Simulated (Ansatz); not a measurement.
**Question.** Ga (α-Ga, Cmce) is relaxed with r²SCAN (plane waves, PAW; program Ansatz). What lattice parameters of the conventional cell result?

**Answer.** a = 4.474 Å, b = 7.597 Å, c = 4.526 Å.

**Question.** Give the free coordinates with the occupied sites.

**Answer.** In one choice of origin and axes:

| atom | site | symmetry | x | y | z |
|---|---|---|---|---|---|
| Ga | 8f | m.. | 0.0000 | 0.3440 | 0.4153 |

The r²SCAN relaxation kept the symmetry of its start; of distortions, only those at the zone centre were tested. Axis ratios of metals converge slowly with the k-mesh, so a and c are less sure than the volume.

Potentials: the earlier of the program's two PAW sets.
